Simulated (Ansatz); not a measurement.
A trial cell of SrErAs3, before relaxation:

Space group R-3m:H (No. 166). a = 6.329 Å, b = 6.329 Å, c = 13.394 Å, α = 90.00°, β = 90.00°, γ = 120.00°
```tsv
atom	site	symmetry	x	y	z
Sr	3b	-3m	0.3333	0.6667	0.1667
Er	3a	-3m	0.0000	0.0000	0.0000
As	9d	.2/m	0.1667	0.3333	0.8333
```

Theory: DFT PBE, scalar-relativistic, plane waves, PAW, and for the lanthanide a 4f-in-core norm-conserving potential (Ansatz 0.2.0). Cutoff 770 eV, Gaussian smearing, Γ-centred meshes. Cell and atoms relax first on a coarse mesh and then on a finer one. In between, the cell is made exact in the group found at 0.06 Å. In metals the finer mesh still leaves noise of several meV/atom or more. The steps can't lower the symmetry of their start. No spin polarisation.

A guess keeps its type if space group and coordination stay and the shape of the cell changes little (axis ratios within about 15 %, angles within 6°); the volume may change.

Question: Will the relaxed cell still be of the starting type?

Answer: It keeps its type. The symmetry stays R-3m (No. 166). The volume per atom shrinks by 3.9 %, from 31.0 to 29.8 Å³. The shortest distance goes from 2.88 Å (Er–As) to 2.80 Å (Er–As). The ratio c/a of the conventional cell changes by a factor of 0.94. Counting neighbours within 15 % of an atom's shortest distance, the start has As 8, Er 6, Sr 6 and the end As 8, Er 6, Sr 6.

The last run used a 6×6×6 mesh for its 5-atom cell and Gaussian smearing of 0.10 eV. Symmetry constrained the relaxation, so the result can be a saddle point.

The lanthanide is trivalent by construction, without f bands, f moments or other valences.
